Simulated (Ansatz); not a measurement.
A relaxation computed with Ansatz, from input to last step.

```yaml
crystal:
  lattice:
    - [4.7184104041, 0.0, 0.0]
    - [0.0, 4.8304864844, 0.0]
    - [0.0, 0.0, 4.2263500791]
  atoms:
    - { symbol: Li, position: [0.3333333333, 0.125, 0.0] }
    - { symbol: Li, position: [0.6666666667, 0.875, 0.0] }
    - { symbol: Li, position: [0.6666666667, 0.125, 0.5] }
    - { symbol: Li, position: [0.3333333333, 0.875, 0.5] }
    - { symbol: Sc, position: [0.5, 0.5, 0.0] }
    - { symbol: Sc, position: [0.5, 0.5, 0.5] }
basis:
  ecutwfc: 420
kpoints:
  mp_grid: { grid: [4, 4, 4] }
hamiltonian:
  xc: pbe
scf:
  occupations: { method: gaussian, width: 0.1 }
  lower_state_search: "off"
output:
  forces: true
  stress: true
  eigenvalues: true
relax:
  adjacent_minimum: "off"
  f_tol: 0.04
  max_steps: 70
  cell: { stress_tol: 0.4 }
```

```bash
ansatz run input.yaml --threads 1 --pin off --max-ram 2560MiB --backend cpu --events-out ev --progress --plain --runs-dir out
```

These are results of Ansatz 0.2.0, DFT PBE, scalar-relativistic, plane waves, PAW, not measurements.

Of 23 frames 10 are shown, positions in Å and forces in eV/Å; the SCF threshold varies from step to step. Steps run on the plane waves of an earlier cell, with a Pulay correction in the pressure. The basis is chosen afresh for the last frame, the zero of the energies, and at times for earlier ones too; energy and pressure step there, also at an unchanged geometry. Here that happened at step 15 (-78 meV/atom, 4.2 GPa); the frames before carry an error of that size.

```xyz
6
Lattice="4.7184 0.0000 0.0000 0.0000 4.8305 0.0000 0.0000 0.0000 4.2264" Properties=species:S:1:pos:R:3:forces:R:3 pbc="T T T" step=1 free_energy_over_end_meV_per_atom=1520.37 pressure_GPa=22.56
Li    1.5728    0.6038    0.0000   -3.2866   -1.5674    0.0000
Li    3.1456    4.2267    0.0000    3.2866    1.5674    0.0000
Li    3.1456    0.6038    2.1132    3.2866   -1.5674    0.0000
Li    1.5728    4.2267    2.1132   -3.2866    1.5674    0.0000
Sc    2.3592    2.4152    0.0000    0.0000    0.0000    0.0000
Sc    2.3592    2.4152    2.1132    0.0000    0.0000    0.0000
6
Lattice="4.4293 0.0000 0.0000 0.0000 5.1691 0.0000 0.0000 0.0000 4.6395" Properties=species:S:1:pos:R:3:forces:R:3 pbc="T T T" step=3 free_energy_over_end_meV_per_atom=626.44 pressure_GPa=9.13
Li    1.1648    0.5136    0.0000   -1.0824   -0.7378    0.0000
Li    3.2644    4.6555    0.0000    1.0824    0.7378    0.0000
Li    3.2644    0.5136    2.3198    1.0824   -0.7378    0.0000
Li    1.1648    4.6555    2.3198   -1.0824    0.7378    0.0000
Sc    2.2146    2.5846    0.0000    0.0000    0.0000    0.0000
Sc    2.2146    2.5846    2.3198    0.0000    0.0000    0.0000
6
Lattice="4.3252 0.0000 0.0000 0.0000 5.7427 0.0000 0.0000 0.0000 5.2578" Properties=species:S:1:pos:R:3:forces:R:3 pbc="T T T" step=6 free_energy_over_end_meV_per_atom=357.10 pressure_GPa=0.80
Li    1.0437    0.4057    0.0000    0.0059    0.0604    0.0000
Li    3.2814    5.3370    0.0000   -0.0059   -0.0604    0.0000
Li    3.2814    0.4057    2.6289   -0.0059    0.0604    0.0000
Li    1.0437    5.3370    2.6289    0.0059   -0.0604    0.0000
Sc    2.1626    2.8713    0.0000    0.0000    0.0000    0.0000
Sc    2.1626    2.8713    2.6289    0.0000    0.0000    0.0000
6
Lattice="4.0463 0.0000 0.0000 0.0000 6.1633 0.0000 0.0000 0.0000 5.3580" Properties=species:S:1:pos:R:3:forces:R:3 pbc="T T T" step=8 free_energy_over_end_meV_per_atom=320.40 pressure_GPa=-1.21
Li    0.9703    0.6213    0.0000   -0.1018    0.1422    0.0000
Li    3.0760    5.5420    0.0000    0.1018   -0.1422    0.0000
Li    3.0760    0.6213    2.6790    0.1018    0.1422    0.0000
Li    0.9703    5.5420    2.6790   -0.1018   -0.1422    0.0000
Sc    2.0231    3.0817    0.0000    0.0000    0.0000    0.0000
Sc    2.0231    3.0817    2.6790    0.0000    0.0000    0.0000
6
Lattice="3.3594 0.0000 0.0000 0.0000 6.6347 0.0000 0.0000 0.0000 5.2241" Properties=species:S:1:pos:R:3:forces:R:3 pbc="T T T" step=11 free_energy_over_end_meV_per_atom=204.17 pressure_GPa=0.00
Li    0.7571    0.9054    0.0000   -0.1651    0.0472    0.0000
Li    2.6024    5.7293    0.0000    0.1651   -0.0472    0.0000
Li    2.6024    0.9054    2.6121    0.1651    0.0472    0.0000
Li    0.7571    5.7293    2.6121   -0.1651   -0.0472    0.0000
Sc    1.6797    3.3174    0.0000    0.0000    0.0000    0.0000
Sc    1.6797    3.3174    2.6121    0.0000    0.0000    0.0000
6
Lattice="3.1922 0.0000 0.0000 0.0000 6.8536 0.0000 0.0000 0.0000 5.1632" Properties=species:S:1:pos:R:3:forces:R:3 pbc="T T T" step=13 free_energy_over_end_meV_per_atom=186.84 pressure_GPa=0.06
Li    0.6183    1.0082    0.0000    0.0408    0.0403    0.0000
Li    2.5739    5.8454    0.0000   -0.0408   -0.0403    0.0000
Li    2.5739    1.0082    2.5816   -0.0408    0.0403    0.0000
Li    0.6183    5.8454    2.5816    0.0408   -0.0403    0.0000
Sc    1.5961    3.4268    0.0000    0.0000    0.0000    0.0000
Sc    1.5961    3.4268    2.5816    0.0000    0.0000    0.0000
6
Lattice="3.1824 0.0000 0.0000 0.0000 7.0955 0.0000 0.0000 0.0000 5.2219" Properties=species:S:1:pos:R:3:forces:R:3 pbc="T T T" step=16 free_energy_over_end_meV_per_atom=71.63 pressure_GPa=2.90
Li    0.6302    1.0571    0.0000   -0.0021    0.0495    0.0000
Li    2.5522    6.0384    0.0000    0.0021   -0.0495    0.0000
Li    2.5522    1.0571    2.6109    0.0021    0.0495    0.0000
Li    0.6302    6.0384    2.6109   -0.0021   -0.0495    0.0000
Sc    1.5912    3.5477    0.0000    0.0000    0.0000    0.0000
Sc    1.5912    3.5477    2.6109    0.0000    0.0000    0.0000
6
Lattice="3.1135 0.0000 0.0000 0.0000 7.5730 0.0000 0.0000 0.0000 5.3243" Properties=species:S:1:pos:R:3:forces:R:3 pbc="T T T" step=18 free_energy_over_end_meV_per_atom=22.00 pressure_GPa=1.40
Li    0.6117    1.1818    0.0000   -0.0349    0.0139    0.0000
Li    2.5018    6.3912    0.0000    0.0349   -0.0139    0.0000
Li    2.5018    1.1818    2.6622    0.0349    0.0139    0.0000
Li    0.6117    6.3912    2.6622   -0.0349   -0.0139    0.0000
Sc    1.5567    3.7865    0.0000    0.0000    0.0000    0.0000
Sc    1.5567    3.7865    2.6622    0.0000    0.0000    0.0000
6
Lattice="3.0146 0.0000 0.0000 0.0000 8.1442 0.0000 0.0000 0.0000 5.5354" Properties=species:S:1:pos:R:3:forces:R:3 pbc="T T T" step=21 free_energy_over_end_meV_per_atom=1.52 pressure_GPa=-0.10
Li    0.5199    1.3594    0.0000    0.0022   -0.0180    0.0000
Li    2.4947    6.7848    0.0000   -0.0022    0.0180    0.0000
Li    2.4947    1.3594    2.7677   -0.0022   -0.0180    0.0000
Li    0.5199    6.7848    2.7677    0.0022    0.0180    0.0000
Sc    1.5073    4.0721    0.0000    0.0000    0.0000    0.0000
Sc    1.5073    4.0721    2.7677    0.0000    0.0000    0.0000
6
Lattice="3.0239 0.0000 0.0000 0.0000 8.1399 0.0000 0.0000 0.0000 5.4895" Properties=species:S:1:pos:R:3:forces:R:3 pbc="T T T" step=23 free_energy_over_end_meV_per_atom=0.00 pressure_GPa=0.11
Li    0.5302    1.3512    0.0000    0.0053   -0.0005    0.0000
Li    2.4937    6.7887    0.0000   -0.0053    0.0005    0.0000
Li    2.4937    1.3512    2.7447   -0.0053   -0.0005    0.0000
Li    0.5302    6.7887    2.7447    0.0053    0.0005    0.0000
Sc    1.5120    4.0699    0.0000    0.0000    0.0000    0.0000
Sc    1.5120    4.0699    2.7447    0.0000    0.0000    0.0000
```

The start is a random arrangement. The cell swells from 16.1 to 22.5 Å³ an atom, so the end can be far from any stable crystal. At the end the space group is Pccm (tolerance 0.05 Å).

Time: 88 s on 1 thread of Arm Neoverse V2 (shared host), peak memory 0.41 GiB.

The k mesh is coarse.